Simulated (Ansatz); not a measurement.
# Nb, one cell by several methods

```
Nb
1.0
     0.02115    2.12557    2.12557
     2.12557    0.02115    2.12557
     2.12557    2.12557    0.02115
Nb
1
Direct
  0.00000 0.00000 0.00000
```

The cell comes from COD entry 1534903, which wasn't checked; take it as a given geometry. The listed cell was then made from it by scaling, straining or moving an atom.

Methods: DFT, PBEsol, PAW with Ansatz's default frozen-core files, scalar-relativistic (Ansatz 0.2.0); DFT, PBEsol, all-electron LAPW, scalar-relativistic (Ansatz 0.2.0).

For PAW: a Γ-centred 13×13×13 k mesh, Fermi–Dirac smearing of 0.08 eV, cutoff 420 eV, no spin polarisation; the PAW files were made with PBE, and the program remakes their frozen cores for this functional. LAPW targets a basis error of 0.25 meV/atom. The Ansatz runs share mesh, smearing and spin set-up. Plane-wave (PAW) pressures include the program's estimate of the Pulay term.

Stress and pressure are positive in compression.

The change that made this cell: equal xy, yz and zx engineering shear strains of +1 %.

PAW results:

```csv
quantity,PAW
pressure (GPa),-6.65
stress yz (GPa),0.48
stress xz (GPa),0.48
stress xy (GPa),0.48
```

Q: What does LAPW (all electrons) give for the same quantities?

A: 
| quantity | LAPW |
| --- | --- |
| pressure (GPa) | -6.67 |
| stress yz (GPa) | 0.48 |
| stress xz (GPa) | 0.48 |
| stress xy (GPa) | 0.48 |
